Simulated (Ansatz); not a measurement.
BN:
```yaml
crystal:
  lattice:
    - [0.00000, 1.81238, 1.81238]
    - [1.81238, 0.00000, 1.81238]
    - [1.81238, 1.81238, 0.00000]
  atoms:
    - { symbol: N, position: [0.75000, 0.75000, 0.75000] }
    - { symbol: B, position: [0.00000, 0.00000, 0.00000] }
```

Relaxed with PBE. Special points in fractions of this cell's reciprocal vectors: Γ (0.000, 0.000, 0.000); X (0.500, 0.000, 0.500); U (0.625, 0.250, 0.625); K (0.375, 0.375, 0.750); L (0.500, 0.500, 0.500); W (0.500, 0.250, 0.750).

Task: List the band energies nearest the valence-band maximum at these points for plane-wave PAW PBE (Ansatz code).

Result: In eV from the valence-band maximum; about four levels below and three above (degenerate sets whole), none deeper than 8.9 eV; … stands for higher levels left out; points with the same levels are listed once.

```tsv
k	below	above
Γ	0.00 0.00 0.00	…
X	-8.86 -4.86 -4.86	4.46 9.20 …
U	-8.08 -7.60 -4.04	6.90 12.80 …
L	-1.93 -1.93	10.03 …
W	-7.55 -6.90 -6.45	9.57 13.20 …
```

Space group F-43m (zinc blende). Symmetry was held in the PBE relaxation; phonons on a q-mesh show no instability.

Potentials: the later of the program's two PAW sets.
